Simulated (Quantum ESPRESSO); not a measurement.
TiHfGaTaO8, convergence and cost over cutoff and k mesh

A calculation, not a measurement. The program is pw.x of Quantum ESPRESSO 7.5 (plane-wave density functional theory). The cell is made up: 12 atoms on a rutile lattice, with randomly drawn elements, strain and displacements, not relaxed. PseudoDojo standard norm-conserving files (v0.5 for PBE, v0.4.1 for LDA and PBEsol) set the functional; there is no spin polarisation, spin-orbit coupling or dispersion term, and the masses in the input are unused placeholders.

The hafnium pseudopotential is less sure than the others, with forces about 3 percent (worst 6) and pressure in oxides about 1.5 GPa (worst 2.7) from a second method in checks, which no rerun with the same files tests.

Input of the run in row 2:

```
&control calculation='scf', pseudo_dir='./dojo.nc.sr.pbe.v0_5.standard.upf', outdir='./o', disk_io='medium', tprnfor=.true., tstress=.true. /
&system ibrav=0, nat=12, ntyp=5, nbnd=55, ecutwfc=84.00895049, nosym=.true., tot_charge=0,
 occupations='smearing', smearing='fd', degauss=0.0018374661
/
&electrons conv_thr=7.350e-09, electron_maxstep=60, /
ATOMIC_SPECIES
Ga 1.0 Ga.upf
Hf 1.0 Hf.upf
O 1.0 O.upf
Ta 1.0 Ta.upf
Ti 1.0 Ti.upf
CELL_PARAMETERS angstrom
4.7904 0.0 0.0
0.0 4.7904 0.0
0.0 0.0 6.1751
ATOMIC_POSITIONS angstrom
Ti 0.0255 0.0102 0.0315
Hf 2.3848 2.4129 1.5211
Ga -0.0066 -0.0042 3.1059
Ta 2.3906 2.4149 4.6391
O 1.4549 1.4562 0.006
O 3.3318 3.3362 -0.029
O 3.8515 0.9497 1.5213
O 0.9569 3.8796 1.5959
O 1.4518 1.456 3.1033
O 3.3411 3.3014 3.1105
O 3.8499 0.9148 4.6346
O 0.9368 3.8309 4.6137
K_POINTS automatic
5 5 4 1 1 1
```

The same cell was run at these settings. Meshes are shifted by half a step, and differences are from the last row, which is itself not exact.

| cutoff (eV) | k mesh | k points solved | threshold (eV) | free energy less the last row's (eV) | pressure (GPa) | largest stress difference (GPa) | largest force difference (eV/Å) | iterations | wall time (s) | k-point pools | processor |
| --- | --- | --- | --- | --- | --- | --- | --- | --- | --- | --- | --- |
| 800 | 2 x 2 x 2 | 4 | 1e-04 | 2.133 | -25.74 | 20.33 | 0.054 | 14 | 74 | 1 | AMD EPYC, Zen 5 class |
| 1143 | 5 x 5 x 4 | 50 | 1e-07 | 0.004 | -5.82 | 0.03 | 0.002 | 17 | 1282 | 1 | AMD EPYC, Zen 5 class |
| 1437 | 7 x 7 x 6 | 147 | 1e-07 | 0.000 | -5.78 | 0.00 | 0.000 | 17 | 1358 | 4 | Intel Xeon, older |

Each pool is one process. Wall times include start-up and a band step at six k points, which weighs most on the coarsest meshes. The runs were on shared virtual cores whose load varied, so times are rough.